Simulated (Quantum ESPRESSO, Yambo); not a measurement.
BP (zinc blende, space group F-43m, No. 216): static response along x against the Γ-centred k mesh (Yambo on LDA (Quantum ESPRESSO, PseudoDojo norm-conserving, 76 Ry, without SOC) bands; 15 bands, 4 Ry block). The smallest direct LDA gap is 3.44 eV.

```csv
k mesh,"ε(0), independent particles","ε(0), RPA with local fields",rough Yambo cost
6×6×6,10.8,10.1,about 1/3
8×8×8,9.88,9.26,about 1/3
12×12×12,9.57,8.96,within a factor of two
16×16×16,9.54,8.93,1
```

The last step changes the RPA value by 0.3 %. Electronic response only; costs are rough.

Geometry relaxed with LDA; primitive cell a = 3.173 Å, b = 3.173 Å, c = 3.173 Å, α = 60.00°, β = 60.00°, γ = 60.00°.
